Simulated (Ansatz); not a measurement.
Sc (hcp, Mg type), conventional cell a = b = 3.3194 Å, c = 5.1664 Å, α = β = 90.00°, γ = 120.00°. The calculation uses the primitive cell of 2 atoms, to which meshes and values per cell refer.

The volume is varied about the relaxed value V₀ at fixed cell shape. Symmetry pins the atoms to their sites.

Calculation: PBE (plane waves to 420 eV, PAW, scalar-relativistic; Ansatz, a program for electronic structure). k mesh 16×16×9 (Γ-centred), Fermi-Dirac smearing 0.05 eV. The energy includes the smearing's −TS. Compression counts positive. Sc is run without spin polarisation. Sc was relaxed with its symmetry unable to fall. The zero of ΔE is the relaxed starting cell.

Problem. Estimate the ΔE (meV/atom) and P (GPa) for V/V₀ = 0.976, 1.012, 1.024, 1.036, 1.048.

Solution. 
| V/V₀ | ΔE (meV/atom) | P (GPa) |
|---|---|---|
| 0.976 | 2 | 1.4 |
| 1.012 | 1 | -0.6 |
| 1.024 | 2 | -1.2 |
| 1.036 | 5 | -1.8 |
| 1.048 | 9 | -2.4 |

(Under strain, the slope of the energy per volume gives the stress and its curvature an elastic modulus.)
